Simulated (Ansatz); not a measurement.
Si2Os:
```cif
data_Os16Si32
_chemical_formula_sum 'Si32 Os16'
_space_group_name_H-M_alt 'Cmce'
_space_group_IT_number 64
_space_group_name_Hall '-C 2ac 2'
_cell_length_a 10.12301
_cell_length_b 8.10723
_cell_length_c 8.20740
_cell_angle_alpha 90.000
_cell_angle_beta 90.000
_cell_angle_gamma 90.000
loop_
_atom_site_label
_atom_site_type_symbol
_atom_site_symmetry_multiplicity
_atom_site_Wyckoff_symbol
_atom_site_fract_x
_atom_site_fract_y
_atom_site_fract_z
_atom_site_occupancy
Si1 Si 16 g 0.12686 0.44716 0.22370 1
Si2 Si 16 g 0.37155 0.22215 0.05895 1
Os1 Os 8 f 0.00000 0.18772 0.18161 1
Os2 Os 8 d 0.21441 0.00000 0.00000 1
```
(The calculation used a cell of 24 atoms; values per cell refer to that cell.)

Relaxed with PBEsol.

Which orbitals make up the states near the band edges in PBEsol in the plane-wave PAW code Ansatz?

Top 1 eV of the valence band: Os 5d 56 %, Si 3p 32 %, outside the projected shells 7 %. Bottom 1 eV of the conduction band: Os 5d 40 %, Si 3p 29 %, Si 3s 24 %, outside the projected shells 5 %. Projections are on Löwdin-orthogonalised atomic valence shells; empty p or d shells of many metals are not among them.

Tabulate the density of states.

States/eV per cell of 24 atoms, in 0.25 eV bins, energy from the valence-band maximum.

| E (eV) | total | Os 5d | Si 3p | Si 3s |
|---|---|---|---|---|
| -7.87 | 5.96 | 1.78 | 1.77 | 2.25 |
| -7.62 | 4.31 | 1.15 | 1.65 | 1.28 |
| -7.37 | 3.09 | 0.72 | 1.41 | 0.75 |
| -7.12 | 6.06 | 1.42 | 2.90 | 1.31 |
| -6.87 | 7.35 | 1.86 | 3.62 | 1.40 |
| -6.62 | 7.99 | 2.24 | 3.86 | 1.42 |
| -6.37 | 7.16 | 2.07 | 3.88 | 0.78 |
| -6.12 | 8.38 | 2.67 | 4.53 | 0.71 |
| -5.87 | 9.81 | 3.27 | 5.28 | 0.72 |
| -5.62 | 10.55 | 3.91 | 5.52 | 0.61 |
| -5.37 | 13.89 | 5.47 | 7.03 | 0.69 |
| -5.12 | 15.01 | 6.38 | 7.08 | 0.74 |
| -4.87 | 17.36 | 8.23 | 7.70 | 0.66 |
| -4.62 | 13.89 | 6.90 | 5.63 | 0.68 |
| -4.37 | 15.05 | 7.92 | 5.49 | 0.75 |
| -4.12 | 17.08 | 9.26 | 6.24 | 0.65 |
| -3.87 | 15.70 | 8.47 | 5.81 | 0.62 |
| -3.62 | 14.98 | 8.92 | 4.81 | 0.59 |
| -3.37 | 16.38 | 10.53 | 4.54 | 0.53 |
| -3.12 | 17.76 | 12.04 | 4.36 | 0.42 |
| -2.87 | 21.91 | 14.92 | 5.37 | 0.47 |
| -2.62 | 20.05 | 13.49 | 5.10 | 0.42 |
| -2.37 | 18.75 | 12.37 | 4.90 | 0.47 |
| -2.12 | 20.05 | 13.43 | 4.97 | 0.52 |
| -1.87 | 14.39 | 9.49 | 3.62 | 0.37 |
| -1.62 | 14.12 | 8.77 | 3.90 | 0.44 |
| -1.37 | 14.66 | 9.25 | 3.87 | 0.55 |
| -1.12 | 16.73 | 10.15 | 4.65 | 0.67 |
| -0.87 | 15.25 | 8.75 | 4.57 | 0.63 |
| -0.62 | 16.54 | 9.35 | 5.24 | 0.63 |
| -0.37 | 8.64 | 4.43 | 3.09 | 0.30 |
| -0.12 | 0.59 | 0.29 | 0.22 | 0.01 |
| 0.13 | 0.00 | 0.00 | 0.00 | 0.00 |
| 0.38 | 0.00 | 0.00 | 0.00 | 0.00 |
| 0.63 | 0.00 | 0.00 | 0.00 | 0.00 |
| 0.88 | 0.31 | 0.07 | 0.07 | 0.15 |
| 1.13 | 2.00 | 0.50 | 0.49 | 0.90 |
| 1.38 | 7.69 | 2.79 | 2.17 | 2.29 |
| 1.63 | 15.86 | 7.01 | 4.76 | 3.10 |
| 1.88 | 17.49 | 7.41 | 5.51 | 3.00 |
| 2.13 | 16.68 | 6.33 | 5.60 | 2.89 |
| 2.38 | 16.07 | 5.77 | 5.52 | 3.09 |
| 2.63 | 11.32 | 3.53 | 4.10 | 2.19 |
| 2.88 | 12.26 | 3.59 | 4.46 | 2.41 |
| 3.13 | 10.84 | 2.89 | 4.08 | 2.08 |
| 3.38 | 9.27 | 2.34 | 3.55 | 1.63 |
| 3.63 | 10.26 | 2.51 | 3.96 | 1.70 |
| 3.88 | 12.74 | 2.74 | 5.09 | 1.93 |
| 4.13 | 12.82 | 2.80 | 5.21 | 1.69 |
| 4.38 | 18.70 | 3.95 | 8.48 | 1.89 |
| 4.63 | 14.54 | 2.94 | 6.77 | 1.35 |
| 4.88 | 15.49 | 2.70 | 6.94 | 1.55 |
| 5.13 | 12.99 | 2.01 | 5.96 | 1.32 |
| 5.38 | 13.82 | 1.91 | 5.94 | 1.40 |
| 5.63 | 11.74 | 1.54 | 5.05 | 1.01 |

The first step of the workflow began from a Materials Project structure, measured or hypothetical; the Crystallography Open Database copy checked does not list it. Its standing as an ambient phase is unchecked. The cell was relaxed with PBEsol under the symmetry of its start; its stability against distortions is not shown here. The run is not spin-polarised. Scalar-relativistic: spin–orbit coupling is off unless named, which matters more the heavier the elements.

Potentials: the later of the program's two PAW sets.
